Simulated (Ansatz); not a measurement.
# PbSe with Sr replacing Pb: gradients before and after relaxing the atoms

Start: a supercell of PbSe (rock salt type, Fm-3m) built from an entry of the Crystallography Open Database (COD), with all atoms left at the host's positions.

Space group Fm-3m (No. 225); a = 18.3639 Å.

```
site  Wyckoff  site symmetry       x       y       z
  Sr       4a           m-3m  0.0000  0.0000  0.0000
 Pb2      48h           m.m2  0.1667  0.1667  0.0000
 Pb5      32f            .3m  0.3333  0.1667  0.1667
Pb15      24e           4m.m  0.5000  0.5000  0.3333
Se28      32f            .3m  0.1667  0.1667  0.1667
Se30      24e           4m.m  0.5000  0.5000  0.1667
Se32      48i           m.m2  0.5000  0.3333  0.3333
Se41       4b           m-3m  0.5000  0.5000  0.5000
```

One atom of each set is listed; the run and its k-mesh use a cell of 54 atoms with edges of 12.99, 12.99, 12.99 Å.

The numbers come from a DFT calculation in Ansatz (PBE, plane waves and PAW, scalar-relativistic, 420 eV cutoff, Γ-centred 2×2×2 k-points, Fermi–Dirac smearing 0.01 eV).

The largest force at the start is 0.030 eV/Å. Relaxing the ions at fixed cell moves them by 0.007 Å at most (atom 30, Se) and 0.004 Å rms.

| site | moved (Å) | first shell before | first shell after | V_zz before (10²¹ V/m²) | η before |
| --- | --- | --- | --- | --- | --- |
| Sr | 0.000 | 6 Se at 3.06 Å | 6 Se at 3.07 Å | 0.00 | – |
| Pb2 | 0.002 | 6 Se at 3.06 Å | 6 Se at 3.06 Å | 0.41 | 0.16 |
| Pb5 | 0.001 | 6 Se at 3.06 Å | 6 Se at 3.06 Å | -0.038 | 0.00 |
| Pb15 | 0.006 | 6 Se at 3.06 Å | 6 Se at 3.05–3.06 Å | 2.38 | 0.00 |
| Se28 | 0.001 | 6 Pb at 3.06 Å | 6 Pb at 3.06 Å | 0.075 | 0.00 |
| Se30 | 0.007 | 5 Pb at 3.06 Å, 1 Sr at 3.06 Å | 5 Pb at 3.06 Å, 1 Sr at 3.07 Å | -8.43 | 0.00 |
| Se32 | 0.003 | 6 Pb at 3.06 Å | 6 Pb at 3.06 Å | 0.18 | 0.63 |

Problem. How do the gradients change?

Solution. 

```tsv
site	V_zz after	η after	change of V_zz
Sr	0.00	–	0.00
Pb2	0.37	0.25	-0.04
Pb5	-0.013	0.00	+0.03
Pb15	2.14	0.00	-0.24
Se28	0.036	0.00	-0.04
Se30	-8.30	0.00	+0.13
Se32	0.16	0.78	-0.02
```

The largest change of V_zz is on Pb15, from 2.38 to 2.14. In per cent, |V_zz| changes by -10 on Pb, -2 on Se (all sites that start above 0.5). On Pb2, Se32 V_xx and V_yy change places (or their axes turn by over 50°), so the two values of η hide a larger change. Other sites without a gradient aren't listed.

The defect repeats with the cell of 54 atoms, so it feels its images: sites between two images don't show the values beside a lone defect, and zeros or small values of η there can come from the images' arrangement. Spin–orbit coupling is left out, which shifts gradients on Pb by a few per cent in wide-gap crystals, and can shift them far more where the calculated gap is small or absent, as here. With a gap of 0.4 eV on this mesh, small gradients can still move by 0.1 × 10²¹ V/m² or more as the k-mesh gets denser.
Before: The neighbours have not yet relaxed around the defect (largest force 0.030 eV/Å), so a real crystal will differ.
After: The relaxation keeps the site symmetry m-3m of the start, so the impurity can't leave its site; a start off the site could end lower.
